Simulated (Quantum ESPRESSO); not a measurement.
## TaPd5TiIr (a guest atom moved from site to site)

A calculation, not a measurement. The program is pw.x of Quantum ESPRESSO 7.5 (plane-wave density functional theory). The cell is made up: eight metal atoms on a face-centred cubic lattice, with elements, volume, strain and displacements drawn at random and not relaxed, so it may be unstable or far from any real phase. PseudoDojo standard norm-conserving files set the functional (PBE unless stated); there is no spin polarisation or spin-orbit coupling, the Fermi-Dirac width of 0.25 eV means electrons at about 2900 K, and the masses in the input are unused placeholders. Heavy elements are run without spin-orbit coupling, which real alloys of them have. A spin test at this wide smearing found no moment, but such smearing suppresses magnetism that the real alloy may have.

The runs move one Ta atom among sites that otherwise hold Pd. Cell, positions, cutoff, mesh and smearing stay as in the input of run 1; sites are counted in its order. Stress in the tables is positive in tension.

Input of run 1:

```
&control calculation='scf', pseudo_dir='./dojo.nc.sr.pbe.v0_5.standard.upf', outdir='./o', disk_io='minimal', tprnfor=.true., tstress=.true. /
&system ibrav=0, nat=8, ntyp=4, nbnd=84, ecutwfc=84.00895049, nosym=.true., tot_charge=0,
 occupations='smearing', smearing='fd', degauss=0.0183746611
/
&electrons conv_thr=1.470e-08, electron_maxstep=70, mixing_beta=0.5 /
ATOMIC_SPECIES
Ir 1.0 Ir.upf
Pd 1.0 Pd.upf
Ta 1.0 Ta.upf
Ti 1.0 Ti.upf
CELL_PARAMETERS angstrom
0.0 3.9952 0.0
-3.9952 0.0 -3.9952
-3.9952 0.0 3.9952
ATOMIC_POSITIONS angstrom
Ta -0.0544 -0.0666 -0.1183
Pd -1.9772 -0.073 1.9457
Ti -2.0105 0.0424 -1.8903
Pd -3.9038 -0.0401 0.0318
Ir -1.885 1.9962 0.0009
Pd -4.0181 1.9521 2.0439
Pd -4.0189 1.8979 -2.1578
Pd -5.8826 2.0303 0.0823
K_POINTS automatic
6 4 4 1 1 1
```

```
run  elements on sites 1 to 8  free energy less that of run 1 (eV)  -TS (eV)  pressure (GPa)  stress xx (GPa)  stress yy (GPa)  stress zz (GPa)  stress yz (GPa)  stress xz (GPa)  stress xy (GPa)  iterations
  1   Ta Pd Ti Pd Ir Pd Pd Pd                                0.000    -1.284           -2.52             0.84             6.65             0.06            -0.20            -2.30            -0.32          19
  2   Pd Ta Ti Pd Ir Pd Pd Pd                               -0.653    -1.001           -5.12             1.93             7.16             6.26            -0.35            -1.24            -0.64          23
  3   Pd Pd Ti Ta Ir Pd Pd Pd                                0.119    -1.311           -3.54             2.38             6.60             1.65            -0.32             0.69            -0.81          19
  4   Pd Pd Ti Pd Ir Ta Pd Pd                                0.267    -1.433           -2.24             0.04             1.83             4.86            -0.28            -1.85            -0.88          22
  5   Pd Pd Ti Pd Ir Pd Ta Pd                                0.520    -1.540           -2.31             0.72             1.46             4.75            -0.22            -0.45            -0.38          21
  6   Pd Pd Ti Pd Ir Pd Pd Ta                                1.017    -1.598           -2.84             2.87             3.51             2.15            -0.39            -0.09            -0.68          20
```

Forces Fx Fy Fz (eV/Å):

| site | run 1 | run 2 | run 3 | run 4 | run 5 | run 6 |
| --- | --- | --- | --- | --- | --- | --- |
| 1 | 0.72 0.11 0.97 | 0.98 0.41 0.54 | 0.84 0.34 0.72 | 1.00 0.33 0.28 | 1.26 0.39 1.15 | 1.41 0.27 0.98 |
| 2 | -0.06 0.33 0.66 | 0.06 0.24 -0.28 | 0.19 0.32 0.45 | -0.52 0.29 0.64 | 0.83 0.33 0.59 | 0.22 0.21 1.16 |
| 3 | -0.68 -0.33 -0.69 | -0.06 -0.40 -0.09 | 0.26 -0.36 -0.52 | -1.84 -0.34 -0.34 | 1.56 -0.42 -0.20 | -0.23 -0.40 1.17 |
| 4 | -0.28 0.12 -0.44 | -0.23 0.19 -0.39 | -0.11 0.01 0.07 | -0.50 0.16 0.12 | -0.23 0.15 -0.88 | -1.01 0.06 -0.11 |
| 5 | -0.88 -0.24 -0.62 | -1.85 -0.38 0.03 | -2.29 -0.35 -0.81 | -0.77 -0.47 -1.48 | -1.84 -0.48 -0.74 | -1.45 -0.38 -1.43 |
| 6 | 0.98 -0.02 -0.59 | 0.94 -0.05 -0.54 | 0.64 -0.01 -0.64 | 1.73 0.06 -0.30 | 0.26 -0.05 -0.65 | 0.15 0.02 -0.85 |
| 7 | 0.71 0.30 1.30 | 0.66 0.27 1.58 | 0.72 0.30 1.47 | 1.07 0.32 1.21 | -1.13 0.43 0.82 | 0.97 0.36 0.86 |
| 8 | -0.52 -0.26 -0.58 | -0.50 -0.28 -0.85 | -0.25 -0.25 -0.75 | -0.18 -0.35 -0.13 | -0.70 -0.35 -0.08 | -0.05 -0.13 -1.78 |

The sites are displaced and not relaxed, so the energy differences mix bonding between neighbours with strain and are not ordering energies. A rerun of one cell of this series at a higher cutoff and on a denser mesh moved values by no more than 0.007 eV in energy, 0.04 GPa in stress and 0.007 eV/Å in force, and a second program with other atomic files agreed on that cell to 2 % rms in force and 0.5 GPa in pressure.